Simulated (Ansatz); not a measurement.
Relaxed Au (fcc, Cu type):

```xyz
4
Lattice="4.1573 0.0000 0.0000 0.0000 4.1573 0.0000 0.0000 0.0000 4.1573" Properties=species:S:1:pos:R:3 pbc="T T T"
Au     0.0000     0.0000     0.0000
Au     2.0786     2.0786     0.0000
Au     2.0786     0.0000     2.0786
Au     0.0000     2.0786     2.0786
```

In this cell atom 3 (Au, nearest neighbour Au at 2.940 Å; its periodic images, 4.2 Å or more away, move with it) is moved by u·(1.000, 0.000, 0.000) + v·(0.000, 1.000, 0.000); the rest is frozen.

Computed with PBE (plane waves to 420 eV, PAW, scalar-relativistic; Ansatz, a first-principles code). k mesh 9×9×9 (Γ-centred), Fermi-Dirac smearing 0.05 eV. E stands for the smeared free energy. With partly filled bands, energies and forces of such displacements shift with the k mesh and the smearing. Au was relaxed with its symmetry unable to fall. Spin-orbit coupling is left out, though Au is heavy. The PAW data are Ansatz's earlier set. The zero of ΔE is the undisplaced structure. Axes are in Å.

Predict the ΔE (eV/cell) at all points of the grid u = -0.440, -0.293, -0.147, 0.000, 0.147, 0.293, 0.440 by v = -0.440, -0.293, -0.147, 0.000, 0.147, 0.293, 0.440.

ΔE (eV/cell), with u across and v down:

```tsv
v \ u	-0.440	-0.293	-0.147	0.000	0.147	0.293	0.440
-0.440	1.600	1.004	0.687	0.588	0.687	1.004	1.600
-0.293	1.004	0.559	0.319	0.244	0.319	0.559	1.004
-0.147	0.687	0.319	0.121	0.058	0.121	0.319	0.687
0.000	0.588	0.244	0.058	0.000	0.058	0.244	0.588
0.147	0.687	0.319	0.121	0.058	0.121	0.319	0.687
0.293	1.004	0.559	0.319	0.244	0.319	0.559	1.004
0.440	1.600	1.004	0.687	0.588	0.687	1.004	1.600
```

(A displaced cell: forces are minus the slopes of the energy, force constants its curvatures, and phonons follow from these.)
